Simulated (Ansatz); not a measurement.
Zn4Te3S:
```xyz
8
Lattice="4.2111 0.0000 0.0000 0.0000 4.2111 0.0000 0.0000 0.0000 11.7934" Properties=species:S:1:pos:R:3 pbc="T T T"
Zn     2.1056     0.0000     7.0959
S      2.1056     2.1056     5.8967
Zn     0.0000     2.1056     4.6974
Te     0.0000     0.0000     3.1340
Zn     2.1056     0.0000     1.5712
Te     2.1056     2.1056     0.0000
Zn     0.0000     2.1056    10.2222
Te     0.0000     0.0000     8.6593
```

Plane-wave PAW r²SCAN (Ansatz code) gives a gap of 1.59 eV without spin–orbit coupling, maximum at Γ, minimum at Γ.

Q: What happens when spin–orbit coupling is switched on?

A: The gap decreases by 0.25 eV, to 1.34 eV; maximum at Γ, minimum at Γ.

Q: Give the electron effective mass with spin–orbit coupling.

A: 0.13, 0.13, 0.13 mₑ (principal values).

Q: Give the hole effective mass with spin–orbit coupling.

A: 0.17, 0.17, 0.59 mₑ (principal values).

Space group P-4m2. The start of the workflow was typed in or built on a structure type; neither database checked (COD, Materials Project) lists it. Its standing as an ambient phase is unchecked. Symmetry was held in the r²SCAN relaxation; its stability against distortions is not shown here.

Potentials: the earlier of the program's two PAW sets.
